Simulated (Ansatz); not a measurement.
The elements of this relaxed trial crystal are hidden behind letters.

```
lattice vectors (Å)
   3.6235    0.0000    0.0000
  -1.8117    3.1380    0.0000
   0.0000    0.0000    5.4421
fractional positions
X 0.0000 0.0000 0.0000
Z 0.0000 0.0000 0.5000
Q 0.3333 0.6667 0.2319
Q 0.3333 0.6667 0.7681
```

The calculation used DFT PBE, scalar-relativistic, plane waves, PAW (Ansatz). Plane waves to 420 eV, a 12×12×8 mesh through Γ for the 4-atom cell and 0.10 eV Gaussian smearing; no spin polarisation.

* Space group: P-6m2 (No. 187)
* Conventional cell: a = 3.623 Å, c = 5.442 Å
* Volume per atom: 15.47 Å³
* Density: 4.34 g/cm³
* Formation energy: −0.69 eV/atom
* Gap on the 12×12×8 mesh of the 4-atom cell: 0 eV (the bands overlap slightly)

Energies are uncorrected and count from the elements' standard states at the same level.

Problem. X is an s-block element of period 2, Z is a d-block element of period 5 and Q is a p-block element of period 3. Which elements are they?

Solution. X = Li, Z = Nb, Q = P, so the formula is LiNbP2. Density times volume gives a mean mass of 4.34 × 15.47/1.6605 = 40.4 u per atom, and this set has 40.4 u. Around Li lie 6 P at 2.44 Å and 2 Nb at 2.72 Å; Nb has 6 P at 2.55 Å and 2 Li at 2.72 Å; around P lie 3 Li at 2.44 Å, 1 P at 2.52 Å, 3 Nb at 2.55 Å and 1 P at 2.92 Å. Other sets within the hints have nearly the same mass, so mass alone doesn't settle it; this one was computed.

The zero gap may come from the functional, which often closes small gaps, or the cell may be a true semimetal. A structure relaxed within its symmetry needn't be a true minimum.
